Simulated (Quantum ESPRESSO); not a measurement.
# Mo3Ti2AlCu2: one composition in several site orders

Computed values, not a measurement. The program is pw.x of Quantum ESPRESSO 7.5 (plane-wave density functional theory). The cell is made up: eight metal atoms on a hexagonal close-packed lattice, with elements, volume, strain and displacements drawn at random and not relaxed, so it may be unstable or far from any real phase. PseudoDojo standard norm-conserving files set the functional (PBE unless stated); there is no spin polarisation or spin-orbit coupling, the Fermi-Dirac width of 0.25 eV means electrons at about 2900 K, and the masses in the input are unused placeholders. The copper pseudopotential is less sure than most, with forces differing by about three percent and pressure by about two GPa from a second method on plain copper. A spin test at this wide smearing found no moment, but such smearing suppresses magnetism that the real alloy may have.

The runs put one composition on the sites in different orders. Cell, positions, cutoff, mesh and smearing stay as in the input of run 1; sites are counted in its order. Stress in the tables is positive in tension.

Input of run 1:

```
&control calculation='scf', pseudo_dir='./dojo.nc.sr.pbe.v0_5.standard.upf', outdir='./o', disk_io='minimal', tprnfor=.true., tstress=.true. /
&system ibrav=0, nat=8, ntyp=4, nbnd=68, ecutwfc=92.02030273, nosym=.true., tot_charge=0,
 occupations='smearing', smearing='fd', degauss=0.0183746611
/
&electrons conv_thr=1.470e-08, electron_maxstep=70, mixing_beta=0.5 /
ATOMIC_SPECIES
Al 1.0 Al.upf
Cu 1.0 Cu.upf
Mo 1.0 Mo.upf
Ti 1.0 Ti.upf
CELL_PARAMETERS angstrom
-2.7745 0.0372 0.036
-0.0077 4.7936 -4.418
0.1211 -4.7552 -4.3758
ATOMIC_POSITIONS angstrom
Mo 0.0852 -0.0374 0.0547
Mo 0.0078 1.6292 -2.0828
Ti 0.0114 -0.0645 -4.3652
Ti 0.0311 1.7053 -6.4912
Al -1.3603 -0.847 -2.0741
Mo -1.1741 -2.2766 -4.3185
Cu -1.2529 -0.7139 -6.5453
Cu -1.3768 2.4042 -4.3368
K_POINTS automatic
8 4 4 1 1 1
```

```
run  elements on sites 1 to 8  free energy less that of run 1 (eV)  -TS (eV)  pressure (GPa)  stress xx (GPa)  stress yy (GPa)  stress zz (GPa)  stress yz (GPa)  stress xz (GPa)  stress xy (GPa)  iterations
  1   Mo Mo Ti Ti Al Mo Cu Cu                                0.000    -1.543            8.23            -7.69            -7.24            -9.77             0.04            -1.12            -0.26          23
  2   Mo Mo Al Cu Ti Mo Ti Cu                                0.481    -1.640           10.17            -8.34            -9.03           -13.13            -1.12            -2.17            -1.04          23
  3   Al Mo Mo Cu Ti Mo Cu Ti                                0.372    -1.603           10.52            -8.70            -8.58           -14.28             0.75            -1.25             0.65          26
  4   Al Ti Cu Mo Cu Mo Mo Ti                                0.611    -1.572           10.52            -7.66           -11.76           -12.16             1.24            -0.68            -0.88          26
  5   Mo Cu Mo Al Mo Cu Ti Ti                                0.673    -1.594           10.82            -8.61           -11.74           -12.09            -1.87            -0.18            -2.38          26
  6   Mo Al Cu Ti Cu Mo Mo Ti                                0.685    -1.677           10.82            -8.80            -8.03           -15.63            -0.50             0.19            -0.92          23
```

Forces Fx Fy Fz (eV/Å):

```
site              run 1              run 2             run 3              run 4              run 5             run 6
   1     0.17 0.22 0.42    0.07 -0.25 0.27   -0.14 0.78 1.24   -0.20 0.64 -0.42   -0.01 1.09 -0.01   0.22 0.57 -1.04
   2  -0.07 -0.33 -0.79  -0.22 -0.51 -1.29  -0.27 0.05 -0.93   0.04 -0.82 -0.50   0.04 -0.06 -0.02  0.09 -0.99 -0.46
   3     0.32 0.88 0.25     0.78 2.11 0.75   0.34 0.98 -0.58     0.59 0.93 0.83     0.60 0.69 0.60    0.57 1.09 0.97
   4  -0.14 -1.29 -0.48    0.17 -0.84 0.35  0.06 -1.30 -0.44  -0.04 -0.55 -0.35  -0.06 -0.92 -1.30  -0.25 0.10 -0.54
   5    0.08 1.37 -0.02   -0.05 0.40 -0.47  -0.14 0.42 -0.08    0.00 1.32 -0.26    0.05 1.57 -0.52   0.03 1.00 -0.65
   6   -0.44 -0.90 0.39   -0.18 -0.65 1.37   0.26 -0.63 0.83   -0.26 -0.73 0.15  -0.46 -1.40 -0.18  -0.29 -0.56 0.19
   7  -0.07 -0.20 -0.23   -0.61 0.38 -1.00  -0.20 0.48 -0.43    -0.23 0.04 0.58   -0.26 -0.13 0.34  -0.55 -0.71 1.17
   8     0.15 0.25 0.46    0.04 -0.66 0.02   0.09 -0.78 0.38   0.10 -0.83 -0.03    0.11 -0.85 1.09   0.19 -0.50 0.36
```

The sites are displaced and not relaxed, so the energy differences mix bonding between neighbours with strain and are not ordering energies. A rerun of one cell of this series at a higher cutoff and on a denser mesh moved values by no more than 0.007 eV in energy, 0.07 GPa in stress and 0.010 eV/Å in force, and a second program with other atomic files agreed on that cell to 2 % rms in force and 0.5 GPa in pressure.